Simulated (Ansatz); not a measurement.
A geometry of Sr away from equilibrium: step 3 of the relaxation of a relaxed Sr cell, doubled along one cell vector, shaken by Gaussian noise of σ = 0.08 Å a coordinate. These are r2SCAN (plane waves to 500 eV, PAW, scalar-relativistic; Ansatz, an electronic-structure program) values and carry that method's errors. Γ-centred k-mesh 9×5×6 on the run's cell (coarser than for final values), Fermi–Dirac smearing 0.05 eV.

```
Sr
1.0
   -3.67198     3.77642     2.00489
    7.36147    -7.54974     4.03637
    3.64762     3.75051    -2.00202
Sr
4
Direct
  0.75393   0.11611   0.52153
  0.69690   0.61138   0.48302
  0.06603   0.02321   0.02477
  0.02298   0.52002   0.97721
```

### Question
Give the Cartesian forces on all atoms (eV/Å).

### Answer
```tsv
atom	Fx	Fy	Fz
Sr1	0.02	0.09	-0.19
Sr2	-0.05	-0.06	0.03
Sr3	-0.04	0.08	0.10
Sr4	0.07	-0.10	0.06
```

### Question
What is the pressure?

### Answer
0.0 GPa, compression positive.

### Question
How much energy per atom can still be gained by relaxing?

### Answer
0.23 eV/atom; the path ends in I4/mmm (No. 139) at a tolerance of 0.01 Å, Fm-3m (No. 225) at 0.1 Å.

No spin polarisation in the result.

The end of the path is a generated cell of Sr: the first start was made by placing the elements on the sites of a structure type, and the end was not matched to a known phase here, so it may be hypothetical. Known forms of Sr include space group No. 225.
